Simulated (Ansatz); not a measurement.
Nb (bcc (W type)), relaxed with PBE (Ansatz, an electronic-structure program, plane waves, PAW): a = b = c = 3.309 Å, α = β = γ = 90.00°.

```
Quantity              Value
--------------------  -----
B₀ by P(V) fit (GPa)    168
K_Hill (GPa)            171
G_Hill (GPa)           27.5
Θ_D (K)                 231
```

Question: The same phase is relaxed and computed with r²SCAN+D4 in the same code. What are the cell and these values now?

Answer: a = 3.297 Å, b = 3.297 Å, c = 3.297 Å, α = 90.00°, β = 90.00°, γ = 90.00°.

- B₀ by P(V) fit (GPa) = 174
- K_Hill (GPa) = 177
- G_Hill (GPa) = 24.2
- Θ_D (K) = 217

All cells were relaxed under the symmetry of their starts (and spin orders); stability against distortions was not tested throughout. Rows with no word on spin ran without spin polarisation. Scalar-relativistic: spin–orbit coupling is off unless named, which matters more the heavier the elements.

Potentials: the later of the program's two PAW sets.

Ansatz is a plane-wave DFT program.
